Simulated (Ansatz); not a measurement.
## Property card for two-dimensional TaS$_{2}$

TaS₂:
```yaml
crystal:
  lattice:
    - [3.30241, 0.00000, 0.00000]
    - [-1.65120, 2.85997, 0.00000]
    - [0.00000, 0.00000, 32.00000]
  atoms:
    - { symbol: S, position: [0.66667, 0.33333, 0.54770] }
    - { symbol: Ta, position: [0.00000, 0.00000, 0.50000] }
    - { symbol: S, position: [0.33333, 0.66667, 0.45230] }
```
Free-standing layer in the xy plane with vacuum along z and no interaction between images.

Method: the program Ansatz at the LDA level (PAW). Lattice and atoms are relaxed at this level; other levels are named.

Structure:

```json
{
  "In-plane lattice": "a = 3.302 Å",
  "distance_between_the_outermost_nuclei": "3.05 Å"
}
```

Electronic structure:

```json
{
 "electronic_character": "metallic",
 "work_function": "5.28 eV"
}
```

Space group P-3m1 (1T). A layer that has been made, often on a substrate. The LDA relaxation kept the symmetry of its start; whether a distortion lowers the energy is not shown. No spin polarisation was allowed. With an odd number of electrons in the cell and no spin polarisation, the count alone makes it a metal. Spin–orbit coupling is left out wherever it is not named.

Potentials: the later of the program's two PAW sets.
